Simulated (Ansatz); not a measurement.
La:
```
La
1.0
    0.00000     3.32663     3.32663
    3.32663     0.00000     3.32663
    3.32663     3.32663     0.00000
La
2
Direct
  0.00000   0.00000   0.00000
  0.25000   0.25000   0.25000
```

Relaxed with r²SCAN. Special points in fractions of this cell's reciprocal vectors: Γ (0.000, 0.000, 0.000); X (0.500, 0.000, 0.500); U (0.625, 0.250, 0.625); K (0.375, 0.375, 0.750); L (0.500, 0.500, 0.500); W (0.500, 0.250, 0.750).

### Question
List the band energies nearest the Fermi level at these points for the program Ansatz at the r²SCAN with spin–orbit coupling level (PAW).

### Answer
In eV from the Fermi level; about four levels below and three above (degenerate sets whole), none deeper than 8.9 eV; points with the same levels are listed once.

```json
[
 {"k": "Γ", "below": "-0.90 -0.90 -0.90 -0.90", "above": "0.94 0.94 0.95 0.95 0.95 0.95"},
 {"k": "X", "below": "-0.10 -0.10 -0.10 -0.10", "above": "0.80 0.80 0.80 0.80"},
 {"k": "U", "below": "-1.54 -1.54 -0.72 -0.72", "above": "0.75 0.75 1.02 1.02"},
 {"k": "L", "below": "-0.75 -0.75 -0.74 -0.74 -0.19 -0.19", "above": "0.05 0.05 0.09 0.09"},
 {"k": "W", "below": "-2.11 -2.11 -2.04 -2.04", "above": "0.06 0.06 0.06 0.06"}
]
```

Space group Fd-3m (diamond). The start of the workflow was typed in or built on a structure type; neither database checked (COD, Materials Project) lists it. It is not the phase usual at ambient conditions (space group No. 194). Symmetry was held in the r²SCAN relaxation. At this level the phase is mechanically unstable. The volume moved by -38 % from the start of the relaxation.

Potentials: the earlier of the program's two PAW sets.
